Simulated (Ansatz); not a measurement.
# zincblende-structured CeO

The computed numbers are results of PBEsol, scalar-relativistic (collinear spin) in the plane-wave PAW code Ansatz at 420 eV, 10×10×10 k-mesh, Gaussian smearing of 0.05 eV. The datasets are Ansatz's generated set soft_2.

```yaml
crystal:
  lattice:
    - [0.00000, 2.70790, 2.70790]
    - [2.70790, 0.00000, 2.70790]
    - [2.70790, 2.70790, 0.00000]
  atoms:
    - { symbol: Ce, position: [0.00000, 0.00000, 0.00000] }
    - { symbol: O, position: [0.25000, 0.25000, 0.25000] }
```

This is a trial structure made by placing the elements on a prototype's sites, so it needn't be the stable form.

Magnetic state: ferromagnetic, site spin moments Ce 1.00 μB.

Path: Γ–X–U | K–Γ–L–W–X, with Γ = (0.000, 0.000, 0.000), X = (-0.500, -0.500, 0.000), U = (-0.375, -0.375, 0.250), K = (-0.375, 0.000, 0.375), L = (0.000, 0.000, 0.500), W = (-0.500, -0.250, 0.250) in reciprocal vectors of the calculation's cell.

Task: Is it a metal or an insulator, and if it has a gap, where are the band edges on this path?

Result: A metal: bands cross the Fermi level.

Bands as a text map, energy in eV from the Fermi level (dashes), each leg drawn with the same width, + spin up, o spin down, # both:
```
  4.86 |     o +  o      + o +   + oooooo           o  +
  4.57 |    o + ++ o        +             +       oo ++ 
  4.29 |     +    + oo    ++      +           oooo  +   
  4.00 |   o+      +  oo           +     +   o     +    
  3.71 |  o         +               +++++  oo +++++     
  3.43 |oo +         +  o  oooooo     ooooo  +          
  3.14 | o+           ++  o      ooooo   o  +           
  2.86 |++  oo          +o   #+++     ++++#+            
  2.57 | +oo  o       ooo o## +  + o##oo#  o            
  2.29 |       ooooooo   +# o+    #+     #o o      ooooo
  2.00 |oooo++           ++ +ooooo        +o o   oo     
  1.71 |  + o +       +++o +        +      +ooooo       
  1.43 |   + oo#######ooo + +      + +++++  #oooooo#####
  1.14 |oo##ooooooooooooooooo#ooo##ooooooo##o##o###ooooo
  0.86 |##oo#ooooooooooo##oooo###ooooooooooo######oooooo
  0.57 |+++##+#############++++++++++++++###############
  0.29 |  +####++++++++++++#+      ######+++++++++++++++
  0.00 |+++--------------+++#++++++++++++++-------------
 -0.29 |  o++++++++++++++    o    o        +++++++++++++
 -0.57 | o       ++++++++++      o         +++++++++++  
 -0.86 |o   +++++          +  ooo   +++++++           ++
 -1.14 |   +                +      +                    
 -1.43 |                          +                     
 -1.71 |  +                  +                          
 -2.00 | +                       +                      
 -2.29 |+                     +++                       
 -2.57 |                                                
 -2.86 |                                                
        Γ      X      UK       Γ       L       W       X
```

These numbers lack spin–orbit coupling. The run wasn't fully tested for a lower electronic state. Site moments are of spin, integrated over atomic spheres. Only parallel moments were tried, so the real magnetic order may be another.

A lower state of the open shells can't be excluded, and forces and pressures are less sure for it.
